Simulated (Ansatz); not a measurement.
Values for one crystal, relaxed and computed with the program Ansatz at the r²SCAN level (PAW); other levels are named.

```yaml
volume_per_atom: 32.56 Å³
band_gap: 1.20 eV (indirect)
smallest_direct_gap_on_the_standard_path: 1.97 eV
Bulk modulus (Birch–Murnaghan fit): 39.6 GPa
Hole effective mass, band 2 of 2 at the edge: 0.12 along x, 0.64 along z (mₑ)
Hole effective mass, band 1 of 2 at the edge: 0.60 along x, 0.64 along z (mₑ)
Gap with spin–orbit coupling: 1.00 eV
```

**Question.** Pick the material that matches.
A. MgS, rock salt
B. Cs2PtC2, P-3m1 (Cs on 2d, Pt on 1a, C on 2c)
C. BaMg2Sb2, P-3m1 (Ba on 1a, Mg on 2d, Sb on 2d)
D. MgS, zinc blende

**Answer.** C, BaMg2Sb2, P-3m1 (Ba on 1a, Mg on 2d, Sb on 2d)

The first step of the workflow began from a Materials Project structure, measured or hypothetical; the Crystallography Open Database files this formula in space group No. 164, but the cells were not matched. Whether it is the stable phase at ambient conditions was not checked. Symmetry was held in the r²SCAN relaxation; its stability against distortions is not shown here. Spin–orbit coupling is left out wherever it is not named.

Potentials: the later of the program's two PAW sets.
